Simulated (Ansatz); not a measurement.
CaCd$_{2}$As$_{2}$:
```yaml
crystal:
  lattice:
    - [4.40815, 0.00000, 0.00000]
    - [-2.20408, 3.81757, 0.00000]
    - [0.00000, 0.00000, 7.19550]
  atoms:
    - { symbol: Ca, position: [0.00000, 0.00000, 0.00000] }
    - { symbol: Cd, position: [0.33333, 0.66667, 0.63372] }
    - { symbol: Cd, position: [0.66667, 0.33333, 0.36628] }
    - { symbol: As, position: [0.33333, 0.66667, 0.23747] }
    - { symbol: As, position: [0.66667, 0.33333, 0.76253] }
```

Relaxed with r²SCAN. Special points in fractions of this cell's reciprocal vectors: Γ (0.000, 0.000, 0.000); M (0.500, 0.000, 0.000); K (0.333, 0.333, 0.000); A (0.000, 0.000, 0.500); L (0.500, 0.000, 0.500); H (0.333, 0.333, 0.500).

Problem. List the band energies nearest the valence-band maximum at these points for DFT-r²SCAN in the program Ansatz with PAW potentials.

Solution. In eV from the valence-band maximum; about four levels below and three above (degenerate sets whole), none deeper than 8.9 eV; points with the same levels are listed once.

| k | below | above |
|---|---|---|
| Γ | -1.27 -1.27 -0.14 0.00 0.00 | 0.77 1.12 2.75 |
| M | -3.04 -2.19 -2.08 -1.29 | 1.38 2.63 3.06 |
| K | -3.87 -2.39 -2.39 -1.98 | 2.74 3.05 3.05 |
| A | -0.88 -0.88 -0.59 -0.59 | 1.07 1.97 3.05 3.05 |
| L | -2.31 -2.23 -1.22 -1.09 | 1.78 2.09 2.12 |
| H | -3.40 -2.72 -1.56 -1.56 | 2.31 2.31 3.75 |

Space group P-3m1. The first step of the workflow began from a Materials Project structure, measured or hypothetical; the Crystallography Open Database files this formula in space group No. 164, but the cells were not matched. Whether it is the stable phase at ambient conditions was not checked. The r²SCAN relaxation kept the symmetry of its start; its stability against distortions is not shown here. Spin–orbit coupling is left out wherever it is not named.

Potentials: the later of the program's two PAW sets.
